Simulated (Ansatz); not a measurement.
A plane-wave DFT run in Ansatz 0.2.0 (scalar-relativistic PAW potentials unless the input names others): input and command.

```yaml
crystal:
  lattice:
    - [3.290902877, 0.0, 0.0]
    - [0.0, 3.290902877, 0.0]
    - [0.0, 0.0, 7.52881249]
  atoms:
    - { symbol: Cu, position: [0.0, 0.0, 0.0] }
    - { symbol: Cu, position: [0.5, 0.5, 0.0] }
    - { symbol: Cu, position: [0.0, 0.5, 0.2428407784] }
    - { symbol: Cu, position: [0.5, 0.0, 0.7571592216] }
    - { symbol: Re, position: [0.0, 0.5, 0.5862059208] }
    - { symbol: Re, position: [0.5, 0.0, 0.4137940792] }
kpoints:
  mp_grid: { grid: [12, 12, 6] }
hamiltonian:
  xc: pbe
scf:
  occupations: { method: gaussian, width: 0.1 }
output:
  forces: true
  eigenvalues: true
  stress: true
```

```bash
ansatz run input.yaml --threads 1 --pin off --max-ram 2560MiB --backend cpu --events-out ev --progress --plain --runs-dir out
```

Abridged log:
```
Basis set: ecut = 420 eV, 1625 PW (Γ), exchange–correlation on 48×48×108 points (8 copies of the dense FFT grid, shifted against one another)
Bands: 64, of which v1, the nominal top of the filled ones, is band 53 counted from 1 (52 counted from 0)
Symmetry: 16 space group operations
k-points: 112 of 864
SCF iter   1: F=—  HF=-48234.104036 eV  |F-HF|=—  |Δ(HF+E_count)|=         —  Δρ=9.21e-3  dr2=8.73e-2  ethr=1.77e-3  ⟨swp⟩=5.3  Hψ=21740  notcnv=0  defer=121
SCF iter   2: F=—  HF=-48234.100580 eV  |F-HF|=—  |Δ(HF+E_count)|=   3.46e-3  Δρ=3.41e-3  dr2=1.85e-2  ethr=8.23e-5  ⟨swp⟩=1.7  Hψ=10327  notcnv=0  defer=132
SCF iter   3: F=—  HF=-48234.099228 eV  |F-HF|=—  |Δ(HF+E_count)|=   1.35e-3  Δρ=2.22e-3  dr2=6.46e-3  ethr=1.75e-5  ⟨swp⟩=1.7  Hψ=8901  notcnv=0  defer=132
SCF iter   4: F=—  HF=-48234.098637 eV  |F-HF|=—  |Δ(HF+E_count)|=   5.90e-4  Δρ=4.79e-4  dr2=2.07e-4  ethr=6.09e-6  ⟨swp⟩=1.8  Hψ=7954  notcnv=0  defer=132
SCF iter   5: F=—  HF=-48234.098661 eV  |F-HF|=—  |Δ(HF+E_count)|=   2.35e-5  Δρ=1.81e-4  dr2=3.29e-5  ethr=1.95e-7  ⟨swp⟩=2.0  Hψ=9949  notcnv=0  defer=132
SCF iter   6: F=—  HF=-48234.098688 eV  |F-HF|=—  |Δ(HF+E_count)|=   2.71e-5  Δρ=1.54e-4  dr2=1.14e-5  ethr=3.11e-8  ⟨swp⟩=2.0  Hψ=9815  notcnv=0  defer=132
SCF iter   7: F=—  HF=-48234.098686 eV  |F-HF|=—  |Δ(HF+E_count)|=   2.16e-6  Δρ=3.39e-5  dr2=1.11e-6  ethr=1.07e-8  ⟨swp⟩=2.0  Hψ=9770  notcnv=0  defer=132
SCF iter   8: F=—  HF=-48234.098686 eV  |F-HF|=—  |Δ(HF+E_count)|=   8.25e-8  Δρ=1.15e-5  dr2=1.78e-7  ethr=1.05e-9  ⟨swp⟩=2.0  Hψ=9854  notcnv=0  defer=132
SCF iter   9: F=-48234.098686 eV  HF=-48234.098686 eV  |F-HF|=1.49e-8  |Δ(HF+E_count)|=   1.28e-8  Δρ=3.57e-6  dr2=2.36e-8  ethr=9.43e-11  ⟨swp⟩=8.3  Hψ=27548  notcnv=0
SCF 1 converged in 9 iterations: F = -48234.098686 eV  dr2 = 2.36e-8
SCF converged after 9 iterations
Free energy (F): -48234.098686 eV
Harris-Foulkes:  -48234.098686 eV  (|F-HF|=1.49e-8)
Internal energy: -48234.084787 eV  (E = F + TS)
E sigma→0 (E₀):  -48234.091736 eV
Entropy (-TS):   -0.013899 eV (-2.316 meV/atom)
Fermi energy:    18.371233 eV
--- Forces (eV/Å), atoms counted from 1 ---
  atom   1  Cu     0.00000000     0.00000000     0.00000000
  atom   2  Cu     0.00000000     0.00000000     0.00000000
  atom   3  Cu     0.00000000     0.00000000     0.00605017
  atom   4  Cu     0.00000000     0.00000000    -0.00605017
  atom   5  Re     0.00000000     0.00000000    -0.00273936
  atom   6  Re     0.00000000     0.00000000     0.00273936
--- Stress (GPa, compression-positive) ---
       -0.018008       0.000000       0.000000
        0.000000      -0.018008       0.000000
        0.000000       0.000000       0.038655
  P = ⅓ Tr σ = 0.0009 GPa (0.009 kbar)
```

Apart from outputs, empty bands and the relaxation, which only the reference makes, the input differs from a reference run on usual settings in basis.ecutwfc: 420 → not typed. The reference, at the same geometry, ended its own course with pressure 0.00 GPa, largest force 0.006 eV/Å, no gap on the mesh. This run converged in 9 SCF iterations with an energy at zero smearing within 0.01 meV/atom of the reference's, pressure 0.00 GPa, largest force 0.006 eV/Å, no gap on the mesh.

Time: 36 s on 1 thread of Arm Neoverse V1, on a shared host, peak memory 0.64 GiB.